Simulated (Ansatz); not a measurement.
A geometry of Ta away from equilibrium: step 5 of the relaxation of a relaxed Ta cell, doubled along one cell vector, shaken by Gaussian noise of σ = 0.08 Å a coordinate. Computed with PBE (plane waves to 420 eV, PAW, scalar-relativistic; Ansatz, a program for electronic structure). Γ-centred k-mesh 7×4×12 on the run's cell (coarser than for final values), Fermi–Dirac smearing 0.05 eV. The plane waves were selected for a different cell earlier on the path.

```yaml
crystal:
  lattice:
    - [5.33304, 0.00529, -0.02713]
    - [-5.32388, 9.20354, -0.02974]
    - [-0.01341, -0.01622, 2.73315]
  atoms:
    - { symbol: Ta, position: [0.45660, 0.99546, 0.71258] }
    - { symbol: Ta, position: [0.50180, 0.50464, 0.67936] }
    - { symbol: Ta, position: [0.49425, 0.25445, 0.30332] }
    - { symbol: Ta, position: [0.50890, 0.76141, 0.46559] }
    - { symbol: Ta, position: [0.99054, 0.24543, 0.65118] }
    - { symbol: Ta, position: [0.00061, 0.74616, 0.24261] }
```

### Question
What forces act on the atoms (eV/Å)?

### Answer
```tsv
atom	Fx	Fy	Fz
Ta1	-0.49	0.49	0.96
Ta2	-0.17	0.14	0.66
Ta3	0.24	0.14	-1.04
Ta4	0.81	0.22	-0.03
Ta5	-0.01	-0.43	0.36
Ta6	-0.38	-0.57	-0.90
```

The path ends in Pnnm (No. 58). No spin polarisation in the result.

The end of the path is a generated cell of Ta: the first start was made by placing the elements on the sites of a structure type, and the end was not matched to a known phase here, so it may be hypothetical. Known forms of Ta include space group No. 229.
